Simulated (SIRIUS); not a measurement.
A series of runs on Si₂W (I4/mmm, 3 atoms in the cell; from Materials Project mp-1620, lattice scaled a little)

```
Si2W
1.0
   -1.60801     1.60801     3.90259
    1.60801    -1.60801     3.90259
    1.60801     1.60801    -3.90259
Si W
2 1
Direct
  0.33499   0.33499   0.00000
  0.66501   0.66501   0.00000
  0.00000   0.00000   0.00000
```

Base run A: PBE, PseudoDojo 0.5 standard norm-conserving PBE (tails mended) pseudopotentials in SIRIUS, self-consistent single point.

Its settings: parameters.ngridk = 12 12 12; parameters.xc_functionals = [XC_GGA_X_PBE, XC_GGA_C_PBE]; parameters.gk_cutoff = 8.602 1/bohr; parameters.pw_cutoff = 17.205 1/bohr; parameters.smearing = fermi_dirac; parameters.smearing_width = 0.00367493 Ha; potentials = PseudoDojo 0.5 standard norm-conserving PBE (tails mended) pseudopotentials; parameters.electronic_structure_method = pseudopotential; parameters.num_bands = 15; parameters.num_mag_dims = 0; parameters.num_dft_iter = 100; parameters.energy_tol = 1e-07 Ha; parameters.density_tol = 1e-06; mixer.type = anderson; mixer.beta = 0.5; mixer.use_hartree = false.

The structure comes from a collection of computed structures, made at another level of theory; the collection holds predicted forms beside known ones. Its lattice was then scaled. No clean gap shows at this smearing width and mesh (spacing up to 0.23 Å⁻¹); the mesh is coarse for partly filled bands, so the values carry mesh errors.

ΔF is the free energy per atom less that of run A. 

```json
[
 {"run": "A", "change": "base", "ΔF (meV/atom)": "0.00", "pressure (GPa)": "3.93", "largest force (eV/Å)": "0.126"},
 {"run": "B", "change": "volume scaled by 0.94", "ΔF (meV/atom)": "59.9", "pressure (GPa)": "20.69", "largest force (eV/Å)": "0.313"},
 {"run": "C", "change": "volume scaled by 0.96", "ΔF (meV/atom)": "30.4", "pressure (GPa)": "14.50", "largest force (eV/Å)": "0.247"},
 {"run": "D", "change": "volume scaled by 0.98", "ΔF (meV/atom)": "10.8", "pressure (GPa)": "8.93", "largest force (eV/Å)": "0.184"},
 {"run": "E", "change": "volume scaled by 0.99", "ΔF (meV/atom)": "4.3", "pressure (GPa)": "6.37", "largest force (eV/Å)": "0.155"},
 {"run": "F", "change": "volume scaled by 1.01", "ΔF (meV/atom)": "-2.3", "pressure (GPa)": "1.62", "largest force (eV/Å)": "0.098"},
 {"run": "G", "change": "volume scaled by 1.02", "ΔF (meV/atom)": "-2.8", "pressure (GPa)": "-0.57", "largest force (eV/Å)": "0.071"},
 {"run": "H", "change": "volume scaled by 1.04", "ΔF (meV/atom)": "1.57", "pressure (GPa)": "-4.62", "largest force (eV/Å)": "0.020"},
 {"run": "I", "change": "volume scaled by 1.06", "ΔF (meV/atom)": "12.4", "pressure (GPa)": "-8.25", "largest force (eV/Å)": "0.028"}
]
```

Run C against A: The free energy goes up by 30.4 meV/atom, the pressure goes from 3.93 to 14.50 GPa and the largest force goes from 0.126 to 0.247 eV/Å.

Run H against A: The free energy goes up by 1.6 meV/atom, the pressure goes from 3.93 to -4.62 GPa and the largest force goes from 0.126 to 0.020 eV/Å.

Run B against A: The free energy rises by 59.9 meV/atom, the pressure goes from 3.93 to 20.69 GPa and the largest force goes from 0.126 to 0.313 eV/Å.

Small differences between rows can be mesh errors.

“Tails mended”: in these copies of the files the far tail of each local potential was reset to the Coulomb form.
